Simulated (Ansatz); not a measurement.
KBr:
```xyz
2
Lattice="0.0000 3.3044 3.3044 3.3044 0.0000 3.3044 3.3044 3.3044 0.0000" Properties=species:S:1:pos:R:3 pbc="T T T"
K      0.0000     0.0000     0.0000
Br     3.3044     3.3044     3.3044
```

Relaxed with r²SCAN. Special points in fractions of this cell's reciprocal vectors: Γ (0.000, 0.000, 0.000); X (0.500, 0.000, 0.500); U (0.625, 0.250, 0.625); K (0.375, 0.375, 0.750); L (0.500, 0.500, 0.500); W (0.500, 0.250, 0.750).

Problem. List the band energies nearest the valence-band maximum at these points for DFT-r²SCAN with spin–orbit coupling in the program Ansatz with PAW potentials.

Solution. In eV from the valence-band maximum; about four levels below and three above (degenerate sets whole), none deeper than 8.9 eV; points with the same levels are listed once.

```json
[
 {"k": "Γ", "below": "0.00 0.00 0.00 0.00", "above": "4.91 4.91 8.07 8.07 8.07 8.07 8.08 8.08"},
 {"k": "X", "below": "-0.52 -0.52 -0.30 -0.30", "above": "6.20 6.20 7.85 7.85"},
 {"k": "U", "below": "-0.69 -0.69 -0.42 -0.42", "above": "6.95 6.95 8.81 8.81"},
 {"k": "L", "below": "-0.59 -0.59 -0.34 -0.34", "above": "6.96 6.96 8.70 8.70"},
 {"k": "W", "below": "-0.62 -0.62 -0.56 -0.56", "above": "7.75 7.75 7.79 7.79"}
]
```

Space group Fm-3m (rock salt). Symmetry was held in the r²SCAN relaxation; phonons on a q-mesh show no instability.

Potentials: the later of the program's two PAW sets.
